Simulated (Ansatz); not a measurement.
# Cold compression of Y (fcc type)

```
Y
1.0
     0.00000    2.45237    2.45237
     2.45237    0.00000    2.45237
     2.45237    2.45237    0.00000
Y
1
Direct
  0.00000 0.00000 0.00000
```

The cell comes from a relaxation on PAW files under the same functional, begun from a prototype that needn't be the stable phase.

Its volume is scaled at fixed shape and fractional positions.

Level of theory: DFT with LDA, scalar-relativistic, in Ansatz 0.2.0; a Γ-centred 13×13×13 k mesh, Fermi–Dirac smearing of 0.08 eV, no spin polarisation. LAPW: all electrons, basis error target 1 meV/atom; PAW: frozen-core files, cutoff 420 eV; crystal datasets: all electrons, by PAW datasets that the program makes for each cell; norm-conserving: pseudopotentials, cutoff 980 eV; PAW (cutoff 1000 eV): frozen-core files, cutoff 1000 eV.

Energies are extrapolated to zero smearing and count from the unscaled cell; pressure is positive in compression; gaps take the mesh and a band path. No temperature or zero-point motion is included.

The PAW files were made under PBE. The structure type is held throughout; the real material can change phase at far lower pressure.

| V/V0 | V (Å³/atom) | P LAPW (GPa) | ΔE LAPW (eV/atom) | P PAW − LAPW (GPa) | ΔE PAW − LAPW (meV/atom) |
| --- | --- | --- | --- | --- | --- |
| 1.00 | 29.50 | 0.00 | 0.000 | 0.00 | 0.0 |
| 0.88 | 25.96 | 7.09 | 0.070 | 0.00 | 0.0 |
| 0.78 | 23.01 | ? | ? | ? | ? |
| 0.68 | 20.06 | 31.2 | 0.710 | 0.01 | 0.1 |
| 0.58 | 17.11 | 54.5 | 1.475 | 0.00 | 0.2 |
| 0.50 | 14.75 | 89.1 | 2.507 | -0.03 | 0.0 |
| 0.43 | 12.68 | 142.5 | 3.962 | -0.08 | -0.7 |

Question: Fit the Vinet equation to the LAPW pressures shown (residuals weighted by 1/(|P| + 0.03·Pmax)), and predict the pressure of the withheld row.

Answer: The fit gives V0 = 29.52 Å³/atom, B0 = 42.1 GPa and B0′ = 3.51. At 23.01 Å³/atom, x = (V/V0)^(1/3) = 0.9203, and P = 3·B0·(1 − x)/x²·exp[1.5·(B0′ − 1)·(1 − x)] = 16.08 GPa. The run itself gave 16.56 GPa (-2.9 % off) and ΔE = 0.281 eV/atom.

Question: From the table, what is the rise of the enthalpy H = E + pV up to the last row, and how stiff is the crystal between the last two rows?

Answer: ΔH = 3.962 eV + (142.5 GPa × 12.68 Å³ + 0.00 GPa × 29.50 Å³) × 0.006242 eV/(GPa·Å³) = 15.24 eV/atom, of which pV makes 74 %. The mean bulk modulus there is −ΔP/Δln V = 354 GPa.

Question: At the smallest volume, how far do crystal datasets and norm-conserving and PAW (cutoff 1000 eV) lie from LAPW in pressure?

Answer: crystal datasets: 0.00 GPa; norm-conserving: +0.98 GPa; PAW (cutoff 1000 eV): -0.09 GPa, on a LAPW pressure of 142.5 GPa.

Question: How do the Löwdin populations by LAPW change from the unscaled cell to the last row?

Answer: Y 4s 1.95 → 1.79, Y 5s 0.78 → 0.36, Y 4p 5.96 → 5.66, Y 4d 2.28 → 3.18 electrons an atom. These are projections on the shells that the free atoms fill; 0.03 e a cell lies outside them at the start and 0.03 e at the end.
